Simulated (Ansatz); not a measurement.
SrO (rock salt, Fm-3m) at seven volumes, PBE in the plane-wave PAW code Ansatz, scaled uniformly. One row is withheld.

| V (Å³/atom) | P (GPa) |
|---|---|
| 15.948 | 9.86 |
| 16.474 | 6.01 |
| 16.999 | ? |
| 17.525 | 0.00 |
| 18.051 | -2.34 |
| 18.577 | -4.32 |
| 19.102 | -6.01 |

Task: Fit the shown pressures and predict the withheld one.

Result: P = (3/2)B₀(x^(7/2) − x^(5/2))[1 + (3/4)(B′ − 4)(x − 1)] with x = (V₀/V)^(2/3). Least squares on the six rows gives V₀ = 17.525 Å³/atom, B₀ = 84.6 GPa, B′ = 4.49. At V = 16.999, x = 1.0205 and P = 2.76 GPa. The run itself gave 2.76 GPa.

The PBE relaxation kept the symmetry of its start.

Potentials: the later of the program's two PAW sets.
